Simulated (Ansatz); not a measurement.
Random displacements in Si7Ge

All numbers below come from DFT r2SCAN, scalar-relativistic, plane waves, PAW (Ansatz 0.2.0). The runs took a 500 eV cutoff, a Γ-centred 6×6×6 mesh and Gaussian smearing (0.05 eV). No spin polarisation. Energies are free energies at this smearing, counted from the undisturbed cell; pressure is positive in compression.

Reference structure (as given, not relaxed at this level, and it needn't be the usual structure):

```
Si Ge
1.0
     5.46540    0.00000    0.00000
     0.00000    5.46540    0.00000
     0.00000    0.00000    5.46540
Si Ge
7 1
Cartesian
  1.3806 1.3806 1.3806
  0.0000 2.7327 2.7327
  2.7327 2.7327 0.0000
  2.7327 0.0000 2.7327
  4.0848 1.3806 4.0848
  4.0848 4.0848 1.3806
  1.3806 4.0848 4.0848
  0.0000 0.0000 0.0000
```

The atoms are displaced (Å, in the unstrained cell):

```
atom ux uy uz
 Si1  -0.030  -0.051   0.039
 Si2   0.020  -0.051   0.151
 Si3   0.176   0.074   0.407
 Si4   0.008   0.193  -0.057
 Si5  -0.054   0.161   0.010
 Si6  -0.005  -0.282  -0.206
 Si7   0.000   0.129  -0.057
 Ge8  -0.116  -0.173  -0.286
```

Strain (Voigt, engineering shear): (0.0103, -0.0224, 0.0499, -0.0404, 0.0150, -0.0154).

Task: What are the energy change, the stress and the forces?

Result: ΔE = 834.7 meV/atom; stress (xx, yy, zz, yz, xz, xy; compression positive) (14.89, 9.35, 0.53, 10.04, 7.77, 12.28) GPa.
```csv
atom,Fx (eV/Å),Fy,Fz
Si1,-1.06,0.01,-0.85
Si2,0.63,0.80,-1.83
Si3,-15.08,-11.45,-11.38
Si4,0.38,-1.85,0.20
Si5,-0.66,-1.00,1.21
Si6,14.35,12.82,10.96
Si7,2.43,-1.30,-0.79
Ge8,-0.99,1.99,2.48
```

Cost: 1 run of about 0.79 core-minutes, on Intel Xeon 6975P-C (Granite Rapids) (shared hosts).